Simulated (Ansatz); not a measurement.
**¹⁷O nuclear quadrupole resonance in SiO2**

Cell: a COD entry (listed for 1.1 GPa) whose atoms were relaxed with PBE, the cell held.

Space group P4_12_12 (No. 92); a = 4.8757, c = 6.7163 Å.

```
site  Wyckoff  site symmetry       x       y       z
  Si       4a            ..2  0.3154  0.3154  0.0000
   O       8b              1  0.2321  0.1365  0.1952
```

One atom of each set is listed.

The numbers come from a DFT calculation in Ansatz (r2SCAN, plane waves and PAW, scalar-relativistic, 500 eV cutoff, Γ-centred 5×5×4 k-points, Fermi–Dirac smearing 0.02 eV).

¹⁷O: I = 5/2, Q = -25.58 mb (year-2017 value). Static lattice, zero field.

**Question.** The simulated lines lie at 0.886, 1.63 MHz. What are |C_Q|, η and |V_zz| at O?

**Answer.** For I = 5/2 and η = 0 the lines are 3|C_Q|/20 and twice that; η pulls their ratio below 2. Here |C_Q| = 5.50 MHz, η = 0.26 and |V_zz| = 8.90 × 10²¹ V/m². The calculation gives V_zz positive; the lines don't show the sign. The site has 2 Si at 1.62–1.63 Å, angle 137°.

At O V_zz runs parallel to the line that joins its two neighbours (within 1°).

The largest force is 0.3 eV/Å, so the atoms aren't at the calculated equilibrium and relaxing them would move these values.

The run took 31 s of wall time (31 s of CPU time) and 0.61 GiB at its peak, on 1 thread of Arm Neoverse V2 (aarch64; 8 cores open to the job, memory cap 2.5 GiB, no GPU), a shared host with a load of 1.5 a core.
